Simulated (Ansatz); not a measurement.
InGa3P4 as one 8-atom ordering on the zincblende lattice, 8 atoms and 72 valence electrons in a cell of about 172 Å³, was run 7 times in the plane-wave code Ansatz, each time on 4 threads of Intel(R) Xeon(R) Platinum 8259CL CPU @ 2.50GHz (Skylake/Cascade Lake), on a shared host.

```
                  run  k mesh  irreducible k  cutoff (eV)  plane waves  bands  SCF iterations  wall time  peak host memory (GiB)
      relaxation, PBE   6×6×2             20          420         3453     44              52          ?                       ?
   relaxation, r2SCAN   6×6×2             20          500         4361     44              31          ?                       ?
           bands, PBE   6×6×2             20          420         3397     42               8          ?                       ?
 single point, r2SCAN   6×6×2             20          500         4361     42               8       11 s                    0.87
  single point, HSE06   4×4×2             12          420         3397     42              20    2.3 min                     2.6
single point, PBE+SOC   6×6×2             20          420         3397     84              10       41 s                     1.8
   single point, PBE0   4×4×2             12          420         3397     42              23    2.1 min                     2.6
```

(1) Estimate the missing times and memories.

Results:

(1)

| run | wall time | peak host memory (GiB) |
| --- | --- | --- |
| bands, PBE | 11 s | 0.76 |
| relaxation, PBE | 34 s | 0.64 |
| relaxation, r2SCAN | 36 s | 0.91 |

Only the levels marked +SOC include spin-orbit coupling.
